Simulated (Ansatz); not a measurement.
# Relaxing BiAs in the wurtzite type

First guess:

```yaml
crystal:
  lattice:
    - [4.55586, 0.00000, 0.00000]
    - [-2.27793, 3.94549, 0.00000]
    - [0.00000, 0.00000, 7.42605]
  atoms:
    - { symbol: As, position: [0.33333, 0.66667, 0.00000] }
    - { symbol: As, position: [0.66667, 0.33333, 0.50000] }
    - { symbol: Bi, position: [0.33333, 0.66667, 0.37600] }
    - { symbol: Bi, position: [0.66667, 0.33333, 0.87600] }
```

All numbers below come from DFT, PBE, PAW with Ansatz's default frozen-core files, scalar-relativistic in Ansatz 0.2.0.

Cell and atoms relax within the symmetry of the start on a 10×10×6 k mesh with 0.08 eV Fermi–Dirac smearing.

The start is built from a prototype, known or not as a phase of this compound; the cutoff is 420 eV.

No spin–orbit coupling, which matters for the heavy atoms here.

(1) What is the pressure of the first guess?

(2) What does it relax to?

(3) How much energy does the relaxation release?

## Answers

(1) 6.05 GPa.

(2) a = 5.034 Å, b = 5.034 Å, c = 6.496 Å, α = 90.00°, β = 90.00°, γ = 120.00° (conventional cell), 35.64 Å³ per atom:
```xyz
4
Lattice="5.0343 0.0000 0.0000 -2.5171 4.3598 0.0000 0.0000 0.0000 6.4957" Properties=species:S:1:pos:R:3 pbc="T T T"
As    0.0000    2.9065   -0.1781
As    2.5171    1.4533    3.0698
Bi    0.0000    2.9065    2.6204
Bi    2.5171    1.4533    5.8683
```

(3) 113 meV/atom.
